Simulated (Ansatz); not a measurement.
# Al2O3 (corundum) under strain

Al2O3 in the corundum structure, relaxed with r2SCAN in Ansatz 0.2.0. The symmetry is R-3c (No. 167, trigonal); a = 4.759 Å, c = 12.995 Å in the conventional setting, 8.49 Å³ an atom. Al has 6 O at 1.86–1.97 Å; O has 4 Al at 1.86–1.97 Å.

The axes x, y and z are those of this cell:
```xyz
10
Lattice="2.3794 1.3737 4.3316 -2.3794 1.3737 4.3316 0.0000 -2.7474 4.3316" Properties=species:S:1:pos:R:3 pbc="T T T"
Al    0.0000    0.0000   11.0704
Al    0.0000    0.0000    4.5730
Al    0.0000    0.0000    1.9244
Al    0.0000    0.0000    8.4218
O     0.9215   -1.3737    5.4145
O    -1.6504   -0.1111    5.4145
O    -0.9215    1.3737    7.5803
O    -0.7290   -1.4849    7.5803
O     1.6504    0.1111    7.5803
O     0.7290    1.4849    5.4145
```

Unstrained: PBE gives a direct gap of 6.241 eV at Γ. The r2SCAN gap is direct at Γ: 7.139 eV. With HSE06 the gap is 8.106 eV and direct, at Γ. Meshes: PBE 6×6×6, r2SCAN 6×6×6, HSE06 4×4×4. Strains are changes of length per length. After each strain the atoms were relaxed again with r2SCAN within the symmetry that the strain leaves, so tilts or polar shifts that break it weren't tested; points keep the names that they have in the unstrained zone. Calculated for a static, non-magnetic cell.

Changes of the least gap in eV (an overlap counts as a negative gap):

| strain | volume change (%) | space group | PBE | r2SCAN | HSE06 | energy rise, r2SCAN (meV/atom) |
| --- | --- | --- | --- | --- | --- | --- |
| isotropic -3.0 % on every length | -8.7 | R-3c | +1.180 | +1.218 | +1.264 | 60.4 |
| isotropic -2.0 % on every length | -5.9 | R-3c | +0.774 | +0.800 | +0.830 | 26.1 |
| isotropic -1.0 % on every length | -3.0 | R-3c | +0.380 | +0.394 | +0.409 | 6.3 |
| isotropic +1.0 % on every length | +3.0 | R-3c | -0.370 | -0.382 | -0.398 | 5.9 |
| isotropic +2.0 % on every length | +6.1 | R-3c | -0.735 | -0.751 | -0.784 | 23.0 |
| isotropic +3.0 % on every length | +9.3 | R-3c | -1.091 | -1.112 | -1.156 | 50.4 |

Isotropic -3.0 % on every length. HSE06: the gap goes from 8.106 to 9.370 eV (+1.264 eV). Stress change with r2SCAN, compression positive: xx +28.50, yy +28.50, zz +27.17 GPa. For HSE06, dE_g/d ln V = -13.8 eV over this step.

Isotropic -2.0 % on every length. HSE06: the gap goes from 8.106 to 8.936 eV (+0.830 eV). Stress change with r2SCAN, compression positive: xx +17.81, yy +17.81, zz +16.95 GPa. For HSE06, dE_g/d ln V = -13.7 eV over this step.

Isotropic -1.0 % on every length. HSE06: the gap goes from 8.106 to 8.515 eV (+0.409 eV). Stress change with r2SCAN, compression positive: xx +8.35, yy +8.35, zz +7.94 GPa. For HSE06, dE_g/d ln V = -13.6 eV over this step.

Isotropic +1.0 % on every length. HSE06: the gap goes from 8.106 to 7.708 eV (-0.398 eV). Stress change with r2SCAN, compression positive: xx -7.35, yy -7.35, zz -6.97 GPa. For HSE06, dE_g/d ln V = -13.3 eV over this step.

Isotropic +2.0 % on every length. PBE: the gap goes from 6.241 to 5.506 eV (-0.735 eV); least and direct gap lie within 0.04 eV, so its kind isn't settled. HSE06: the gap goes from 8.106 to 7.322 eV (-0.784 eV). Stress change with r2SCAN, compression positive: xx -13.79, yy -13.79, zz -13.09 GPa. For HSE06, dE_g/d ln V = -13.2 eV over this step.

Isotropic +3.0 % on every length. PBE: the gap goes from 6.241 to 5.150 eV (-1.091 eV); it turns from direct (Γ) to indirect (Γ–S₀ (0.28) → Γ); least and direct gap lie within 0.04 eV, so its kind isn't settled. r2SCAN: the gap goes from 7.139 to 6.027 eV (-1.112 eV); least and direct gap lie within 0.04 eV, so its kind isn't settled. HSE06: the gap goes from 8.106 to 6.950 eV (-1.156 eV). Stress change with r2SCAN, compression positive: xx -19.42, yy -19.42, zz -18.42 GPa. For HSE06, dE_g/d ln V = -13.0 eV over this step.

Where an edge lies off the special points, it is a point of the mesh or the k point where a search put PBE's edge or least direct gap, reused for the other functionals, whose own edges may lie a little apart.

The meshes of the hybrids are coarse, so their gaps aren't converged to the digits shown.
